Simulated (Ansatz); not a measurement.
**Relaxation of Hf**

All numbers below come from DFT r2SCAN, scalar-relativistic, plane waves, PAW in Ansatz 0.2.0. Run with 500 eV cutoff, 12×12×6 k-mesh, Gaussian smearing of 0.10 eV, no spin polarisation.

What was changed in Ge: Ge → Hf on all its sites, cell and atoms relaxed.

Spin–orbit coupling is left out, which can shift energies with elements as heavy as these.

Command:

```bash
ansatz run input.yaml --threads 1 --pin off --max-ram 2560MiB --backend cpu --events-out ev --progress --plain --runs-dir out
```

Input:

```yaml
crystal:
  lattice:
    - [5.1679332152, 0.0, 0.0]
    - [-2.5839666076, 4.4755614494, 0.0]
    - [0.0, 0.0, 8.5398822139]
  atoms:
    - { symbol: Hf, position: [0.6666666667, 0.3333333333, 0.062981434] }
    - { symbol: Hf, position: [0.3333333333, 0.6666666667, 0.562981434] }
    - { symbol: Hf, position: [0.6666666667, 0.3333333333, 0.437018566] }
    - { symbol: Hf, position: [0.3333333333, 0.6666666667, 0.937018566] }
basis:
  ecutwfc: 500
kpoints:
  mp_grid: { grid: [12, 12, 6] }
hamiltonian:
  xc: r2scan
scf:
  occupations: { method: gaussian, width: 0.1 }
output:
  forces: true
  stress: true
  eigenvalues: true
relax:
  adjacent_minimum: "off"
  f_tol: 0.01
  max_steps: 60
  cell: { stress_tol: 0.1 }
```

F is the free energy. Steps run on the plane waves of an earlier cell, but the last one, and at times one on the way, on a freshly chosen basis, so a repeated geometry can differ a little in energy.

Steps:

| step | F − F(1) (eV) | largest force component (eV/Å) | V (Å³/atom) | P (GPa) |
| --- | --- | --- | --- | --- |
| 1 | 0.0000 | 0.123 | 49.381 | -7.29 |
| 2 | -1.1339 | 0.194 | 42.569 | -5.66 |
| 3 | -1.8131 | 0.423 | 37.189 | -3.24 |
| 4 | -2.4315 | 0.728 | 34.560 | -2.40 |
| 5 | -3.1702 | 0.452 | 32.688 | -1.72 |
| 6 | -3.9992 | 1.107 | 31.212 | -1.06 |
| 7 | -5.1124 | 0.966 | 29.824 | 0.17 |
| 8 | -5.8455 | 0.206 | 28.961 | 1.92 |
| 9 | -6.0201 | 0.003 | 30.615 | -0.27 |
| 10 | -6.0615 | 0.000 | 30.676 | 0.43 |
| 11 | -6.0631 | 0.000 | 30.954 | 0.05 |
| 12 | -6.0609 | 0.000 | 30.954 | 0.05 |

Relaxed structure:

```
CELL_PARAMETERS angstrom
5.12554 0.00000 0.00000
-2.56277 4.43884 0.00000
0.00000 0.00000 5.44213
ATOMIC_POSITIONS crystal
Hf 0.66667 0.33333 0.00000
Hf 0.33333 0.66667 0.50000
Hf 0.66667 0.33333 0.50000
Hf 0.33333 0.66667 0.00000
```

Symmetry: P6/mmm, No. 191, hexagonal system. Conventional cell: a = 5.126 Å, b = 5.126 Å, c = 2.721 Å, α = 90.00°, β = 90.00°, γ = 120.00°. Around Hf (site symmetry -6m2) lie 5 Hf at 2.72 to 2.96 Å.

The run converged. Time: 11 min on 1 thread of Intel(R) Xeon(R) 6975P-C (Granite Rapids) (shared host), peak memory 1.4 GiB.